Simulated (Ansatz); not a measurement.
Property card for NiTe2

NiTe2:
```xyz
3
Lattice="3.8576 0.0000 0.0000 -1.9288 3.3407 0.0000 0.0000 0.0000 5.4708" Properties=species:S:1:pos:R:3 pbc="T T T"
Ni     0.0000     0.0000     0.0000
Te     0.0000     2.2272     1.3014
Te     1.9288     1.1136     4.1694
```

Space group P-3m1 (No. 164), CdI2 type; conventional cell a = b = 3.8576 Å, c = 5.4708 Å, α = β = 90.00°, γ = 120.00°.

Method: plane-wave PAW r²SCAN (Ansatz code). Geometry: relaxed at this level of theory. Other levels are named where they apply.

**Cell and energy**

- Volume per atom = 23.50 Å³
- Density = 7.39 g/cm³
- Formation energy from the elements (no fitted shifts) = -0.23 eV/atom

**Electronic structure**

* **Electronic character**: metallic (no gap)
* **Density of states at the Fermi level**: 0.47 states/eV per atom (mean over ±0.08 eV)

The workflow started from a Materials Project entry (that database holds measured and hypothetical structures alike); the Crystallography Open Database files this formula in space group No. 164, but the cells were not matched. Its standing as an ambient phase is unchecked. The r²SCAN relaxation kept the symmetry of its start; whether a distortion lowers the energy is not shown. The run is not spin-polarised. A crystal of weakly bound layers computed without a dispersion correction: the cell and the soft elastic constants depend strongly on that. The references are the lowest solids computed at this level, not always the standard phases. Scalar-relativistic: spin–orbit coupling is off unless named, which matters more the heavier the elements.

Potentials: the later of the program's two PAW sets.
